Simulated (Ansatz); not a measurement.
Ti2AlC in space group P6_3/mmc (No. 194; Ti on 4f, Al on 2d, C on 2a) under volume change, plane-wave PAW r²SCAN (Ansatz code), shape and atoms relaxed at each volume.

```tsv
V (Å³/atom)	E − E(relaxed) (meV/atom)	P (GPa)
12.609	60.4	16.83
13.024	25.4	10.32
13.440	6.0	4.76
13.856	0.0	0.00
14.272	5.4	-4.05
14.687	20.5	-7.52
15.103	43.9	-10.44
```

Question: What does a third-order Birch–Murnaghan fit give for V₀, B₀ and B′?

Answer: V₀ = 13.86 Å³/atom, B₀ = 146 GPa, B′ = 4.3.

The workflow started from a Materials Project entry (that database holds measured and hypothetical structures alike); the Crystallography Open Database copy checked does not list it. Its standing as an ambient phase is unchecked. The r²SCAN relaxation kept the symmetry of its start; of distortions, only those at the zone centre were tested. The run is not spin-polarised.

Potentials: the earlier of the program's two PAW sets.
